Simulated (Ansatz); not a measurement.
SnMo2N:
```
SnMo2N
1.0
    3.26476     0.00000     0.00000
   -1.63238     2.82737     0.00000
    0.00000     0.00000    12.87418
Sn Mo N
2 4 2
Direct
  0.33333   0.66667   0.75000
  0.66667   0.33333   0.25000
  0.33333   0.66667   0.07520
  0.66667   0.33333   0.57520
  0.66667   0.33333   0.92480
  0.33333   0.66667   0.42480
  0.00000   0.00000   0.00000
  0.00000   0.00000   0.50000
```

Relaxed with r²SCAN. Special points in fractions of this cell's reciprocal vectors: Γ (0.000, 0.000, 0.000); M (0.500, 0.000, 0.000); K (0.333, 0.333, 0.000); A (0.000, 0.000, 0.500); L (0.500, 0.000, 0.500); H (0.333, 0.333, 0.500).

Task: List the band energies nearest the Fermi level at these points for DFT-r²SCAN with spin–orbit coupling in the program Ansatz with PAW potentials.

Result: In eV from the Fermi level; about four levels below and three above (degenerate sets whole), none deeper than 8.9 eV; points with the same levels are listed once.

```csv
k,below,above
Γ,-0.02 -0.02 0.00 0.00,0.06 0.06 0.85 0.85
M,-0.50 -0.50 -0.20 -0.20,0.12 0.12 0.45 0.45
K,-0.21 -0.21 -0.10 -0.10,1.24 1.24 1.31 1.31
A,-0.04 -0.04 -0.04 -0.04,0.87 0.87 0.87 0.87
L,-0.42 -0.42 -0.42 -0.42,0.21 0.21 0.21 0.21
H,-0.58 -0.58 -0.55 -0.55,0.84 0.84 0.91 0.91
```

Space group P6_3/mmc. The start of the workflow was typed in or built on a structure type; neither database checked (COD, Materials Project) lists it. Its standing as an ambient phase is unchecked. The cell was relaxed with r²SCAN under the symmetry of its start; whether a distortion lowers the energy is not shown. The workflow began spin-polarised and lost its moments.

Potentials: the earlier of the program's two PAW sets.
